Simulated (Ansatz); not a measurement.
What a change of settings does: WC (rocksalt type)

First run: DFT, LDA, PAW with other files of Ansatz's library (level accurate), scalar-relativistic (Ansatz 0.2.0).

Command: `ansatz run input.yaml --threads 1 --pin off --max-ram 2048MiB --backend cpu --events-out ev --progress --plain --runs-dir out` It took 5.9 s on 1 thread of Intel(R) Xeon(R) 6975P-C (Granite Rapids), on a shared host, peak memory 0.45 GiB.

```yaml
crystal:
  lattice:
    - [0.0, 1.7710398453, 1.7710398453]
    - [1.7710398453, 0.0, 1.7710398453]
    - [1.7710398453, 1.7710398453, 0.0]
  atoms:
    - { symbol: W, position: [0.0, 0.0, 0.0] }
    - { symbol: C, position: [0.5, 0.5, 0.5] }
kpoints:
  mp_grid: { grid: [17, 17, 17] }
scf:
  occupations: { method: fermi_dirac, width: 0.1 }
hamiltonian:
  xc: lda
  pseudopotentials: { kind: paw, level: accurate }
output:
  forces: true
  stress: true
  eigenvalues: true
  write_density: true
  write_potential: true
  elf: true
  volumetric_format: npy
```

The cell comes from a relaxation on PAW files under the same functional, begun from a prototype that needn't be the stable phase.

This run: volume at 0.55 of the series' base cell, level accurate.

It converges in 7 SCF iterations at a pressure of 831.3 GPa, cutoff 880 eV.

The input is then changed:

```diff
 scf:
-  occupations: { method: fermi_dirac, width: 0.1 }
+  occupations: { method: tetrahedron }
 hamiltonian:
   pseudopotentials: { kind: paw, level: accurate }
+  hubbard: { sites: [{ species: W, l: d, u_eff: 5.0 }], double_counting: fll }
 output:
```

Task: What does the second run give?

Result: It converges in 8 SCF iterations, cutoff 880 eV. More than one line changes, and not each need have an effect. Results part of its log:
```
Warning: output.forces, output.stress, relax.cell or npt_langevin: where a Kohn–Sham band that disperses or a degenerate level is filled in part under the method tetrahedron, the forces or the stress that this run publishes need not agree with its energy (scf.occupations.method in the input reference, under Limitations); prefer a smearing scheme for the forces or the stress
Warning: C: the frozen core of the record relaxes in the run; the density that this induces, of no net charge, counts in the energy, the forces and the stress and is in none of the fields that output.write_density writes, but for the moments of the core's response to a field; where the core is relaxed in the converged state, core_induced_density.tsv beside their files holds, by atom and radius, th
SCF 1 converged in 8 iterations: F = -17847.154198 eV  dr2 = 2.82e-9
  greatest PAW one-centre occupation: 0.998 electrons in one spin orbital (limit 2), on the W atom at site 0 (counted from 0), in its partial waves of l = 3
SCF converged after 8 iterations
Stability not checked: this state was not tested for a lower state beside it, because cold or Methfessel-Paxton smearing, or corrected tetrahedra, fill the levels in a way that the test cannot read (fill_not_monotonic; see scf.lower_state_search)
Free energy (F): -17847.154198 eV
Harris-Foulkes:  -17847.154198 eV  (|F-HF|=1.20e-9)
Internal energy: -17847.154163 eV  (E = F + TS)
E sigma→0 (E₀):  -17847.154198 eV
Entropy (-TS):   -0.000035 eV (-0.017 meV/atom)
Fermi energy:    48.905874 eV
--- Per-component energies (eV) ---
  E_band       = 671.263883
  E_kinetic    = 982.061518
  E_local      = -7109.931185  (includes V_loc(G=0)·N_el)
[... lines left out ...]
  Σ components = -17847.154198   (vs F -17847.154198, Δ=0.00e0)
--- Forces (eV/Å), atoms counted from 1 ---
  atom   1  W     -0.00000000     0.00000000    -0.00000000
  atom   2  C      0.00000000    -0.00000000    -0.00000000
  max |Σ_I F_I| component: 5.06e-30 eV/Å
--- Stress (GPa, compression-positive) ---
      829.678882      -0.000000       0.000000
       -0.000000     829.678882      -0.000000
        0.000000       0.000000     829.678882
  P = ⅓ Tr σ = 829.6789 GPa (8296.789 kbar)
--- Band table (eV; the first three rows and the last of 165) ---
  k-point 0: bands = ["-27.1192", "9.9829", "9.9829", "9.9829", "20.1061", "20.1061", "20.1061", "20.1662", "20.3888", "20.3888", "20.3888", "28.5331", "42.6090", "42.6090", "42.6090", "46.6705", "46.6705", "46.6705", "47.2901", "47.2901", "57.4829", "64.3593", "88.0762", "88.0762"]
  k-point 1: bands = ["-27.0979", "9.7779", "9.9683", "9.9683", "20.1049", "20.1110", "20.1110", "20.1707", "20.3823", "20.3823", "20.3890", "28.8018", "42.1639", "42.6259", "42.6259", "45.0357", "45.0357", "46.9427", "49.3139", "49.3139", "57.9903", "64.4825", "85.8286", "86.7124"]
  k-point 2: bands = ["-27.0370", "9.2169", "9.9267", "9.9267", "20.1011", "20.1252", "20.1252", "20.1844", "20.3644", "20.3644", "20.3898", "29.5330", "41.2080", "42.0474", "42.0474", "44.2872", "44.2872", "47.4640", "51.8462", "51.8462", "59.4502", "64.7890", "82.6139", "83.7062"]
  k-point 164: bands = ["-26.2337", "6.7057", "6.9890", "8.1960", "20.2069", "20.2222", "20.2273", "20.2424", "20.2530", "20.2578", "20.3607", "32.0360", "38.0518", "39.9321", "40.7719", "49.8413", "50.6054", "55.1889", "58.8704", "63.3811", "69.1133", "69.8508", "72.9175", "76.2683"]
Occupation matrices written to <dir>
```
